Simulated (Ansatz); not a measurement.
Be2Sn (fluorite or antifluorite type, Fm-3m) at seven volumes, r²SCAN (plane waves, PAW; program Ansatz), scaled uniformly. One row is withheld.

| V (Å³/atom) | P (GPa) |
|---|---|
| 14.814 | 8.62 |
| 15.302 | 5.31 |
| 15.791 | 2.46 |
| 16.279 | 0.00 |
| 16.767 | -2.13 |
| 17.256 | -3.96 |
| 17.744 | ? |

Fit the shown pressures and predict the withheld one.

Third-order Birch–Murnaghan: P = (3/2)B₀(x^(7/2) − x^(5/2))[1 + (3/4)(B′ − 4)(x − 1)] with x = (V₀/V)^(2/3). Least squares on the six rows gives V₀ = 16.279 Å³/atom, B₀ = 76.12 GPa, B′ = 3.88. At V = 17.744, x = 0.9442 and P = -5.55 GPa. The run itself gave -5.54 GPa.

The cell is a constructed one: a structure type filled with these elements; neither database checked (COD, Materials Project) lists it. Whether it is the stable phase at ambient conditions was not checked. The r²SCAN relaxation kept the symmetry of its start; its stability against distortions is not shown here. Scalar-relativistic: spin–orbit coupling is off unless named, which matters more the heavier the elements.

Potentials: the earlier of the program's two PAW sets. The files were generated under PBE; for other functionals the program regenerates the frozen cores, and for LDA and PBEsol the local potential too.
